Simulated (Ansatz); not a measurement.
Consider the following.

AlCo$_{3}$B:
```xyz
5
Lattice="3.7426 0.0000 0.0000 0.0000 3.7426 0.0000 0.0000 0.0000 3.7426" Properties=species:S:1:pos:R:3 pbc="T T T"
Al     0.0000     0.0000     0.0000
Co     0.0000     1.8713     1.8713
Co     1.8713     0.0000     1.8713
Co     1.8713     1.8713     0.0000
B      1.8713     1.8713     1.8713
```
The run is spin-polarised.

This is the r²SCAN-relaxed structure.

### Question
All from r²SCAN (plane waves, PAW; program Ansatz), unless another level is named. Estimate the magnetic order.

### Answer
ferromagnetic.

### Question
Predict the Bader charges.

### Answer
Al +1.67, Co -0.41, B -0.44 e.

Space group Pm-3m (anti-perovskite). The start of the workflow was typed in or built on a structure type; neither database checked (COD, Materials Project) lists it. Its standing as an ambient phase is unchecked. The r²SCAN relaxation kept the symmetry of its start; its stability against distortions is not shown here. The final state is ferromagnetic, chosen from 4 collinear starts compared on coarse meshes (ties went to the first, and starts can fall back to one state), not a proven ground state. The volume moved by -15 % from the start of the relaxation. Other orbital occupations within this spin state were not tried.

Potentials: the earlier of the program's two PAW sets.
